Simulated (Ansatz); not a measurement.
Magnetic orders of MoS

Theory: DFT r2SCAN+U, scalar-relativistic, plane waves, PAW (Ansatz 0.2.0).

```
Mo S
1.0
     3.39289    0.00000    0.00000
     0.00000    3.39289    0.00000
     0.00000    0.00000    3.39289
Mo S
1 1
Cartesian
  0.0000 0.0000 0.0000
  1.6964 1.6964 1.6964
```

* plane-wave cutoff: 500 eV
* Γ-centred k-mesh: 12×12×12
* occupation rule: Gaussian smearing, 0.1 eV
* U_eff on Löwdin-orthogonalised atomic d orbitals: Mo 4.38 eV
* list of starting moments (μB, in atom order): 2 0
* check for lower electronic states after the SCF: asked for but not made

All runs keep this geometry, which isn't relaxed for the lowest state (largest force there 0.000 eV/Å, pressure -3.3 GPa) and needn't be a stable compound; relaxing each order would shift the differences by some 68 meV/atom, going by the pressures and a bulk modulus of about 150 GPa. A propagation vector, in units of the reciprocal vectors, doubles the cell, which takes an equally dense mesh. The large starts are 3.5 0 μB. The small starts are 0.5 0 μB. r2SCAN tends to overstate moments in metals. Site moments are spin moments in atom-centred spheres that scale with the neighbour distance. The states are those that the runs reached from these starts; a lower one can exist.

Question: Starts tried: no spin; ferromagnetic; large parallel starting moments; antiferromagnetic, doubled cell, propagation vector (0, 0, 1/2); antiferromagnetic, doubled cell, propagation vector (0, 1/2, 1/2); small parallel starting moments. Which state comes out lowest, and what are the moments?

Answer: The lowest state is antiferromagnetic, reached from the start “antiferromagnetic, doubled cell, propagation vector (0, 1/2, 1/2)”, with site moments (μB) Mo +3.53, Mo -3.53.

```tsv
start	ends	energy above lowest (meV/atom)	site moments (μB)	gap on mesh (eV)	P (GPa)
no spin	non-magnetic	900	none over 0.05	1.79	-12.9
ferromagnetic	ferromagnetic	11.6	Mo +3.63, S -0.37	metal	0.0
large parallel starting moments	ferromagnetic	11.6	Mo +3.63, S -0.37	metal	0.0
antiferromagnetic, doubled cell, propagation vector (0, 0, 1/2)	antiferromagnetic	296	Mo +3.51, Mo -3.51	metal	-0.3
antiferromagnetic, doubled cell, propagation vector (0, 1/2, 1/2)	antiferromagnetic	0.00	Mo +3.53, Mo -3.53	metal	-3.3
small parallel starting moments	ferromagnetic	11.6	Mo +3.63, S -0.37	metal	0.0
```

Cost: 6 runs of about 11 core-minutes in all, on Intel Xeon Processor @ 2.50GHz (Skylake/Cascade Lake) (shared hosts).